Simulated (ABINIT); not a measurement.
ABINIT input for CdSe, PBE with JTH PAW datasets:

```
pp_dirpath "./pseudo"
pseudos "Cd.GGA_PBE-JTH.xml, Se.GGA_PBE-JTH.xml"

acell 3*1.0 angstrom
rprim
    0.000000000000     3.070270000000     3.070270000000
    3.070270000000     0.000000000000     3.070270000000
    3.070270000000     3.070270000000     0.000000000000
ntypat 2
znucl 48 34
natom 2
typat 1 2
xred
    0.000000000000     0.000000000000     0.000000000000
    0.750000000000     0.750000000000     0.750000000000
tolsym 1e-5
chksymtnons 0
chkprim 0

ecut 20
pawecutdg 40
pawovlp 20
ngkpt 6 6 6
nshiftk 1
shiftk 0 0 0
nband 12
occopt 7
tsmear 0.001
diemac 8
tolvrs 1e-10
nstep 90

nucefg 2
quadmom 0 0
nucfc 1
prtwf 0
prtden 0
prteig 0
prtebands 0
prtgsr 0
```

The geometry is a computed Materials Project entry, not a measured one. It is CdSe in F-43m. Stability against distortions was not tested.

Each row changes or adds one setting. The quadmom values are sizes without sign and don't touch the SCF cycle. The limit is 90 steps.  

Problem. Which of these changes costs the most SCF steps: diemac = 1; diemac = 1000; diemac = 16; diemac = 40; iscf = 13; iscf = 2; iscf = 3; iscf = 7; kptopt = 2; kptopt = 3?

Solution. iscf = 7, with 45 steps against 21.

```json
[
 {"setting typed": "as in the input", "SCF steps": "21", "k-points": "16", "converged": "yes"},
 {"setting typed": "diemac = 1", "SCF steps": "19", "k-points": "16", "converged": "yes"},
 {"setting typed": "diemac = 1000", "SCF steps": "20", "k-points": "16", "converged": "yes"},
 {"setting typed": "diemac = 16", "SCF steps": "21", "k-points": "16", "converged": "yes"},
 {"setting typed": "diemac = 40", "SCF steps": "20", "k-points": "16", "converged": "yes"},
 {"setting typed": "iscf = 13", "SCF steps": "21", "k-points": "16", "converged": "yes"},
 {"setting typed": "iscf = 2", "SCF steps": "29", "k-points": "16", "converged": "yes"},
 {"setting typed": "iscf = 3", "SCF steps": "31", "k-points": "16", "converged": "yes"},
 {"setting typed": "iscf = 7", "SCF steps": "45", "k-points": "16", "converged": "yes"},
 {"setting typed": "kptopt = 2", "SCF steps": "23", "k-points": "112", "converged": "yes"},
 {"setting typed": "kptopt = 3", "SCF steps": "23", "k-points": "216", "converged": "yes"}
]
```
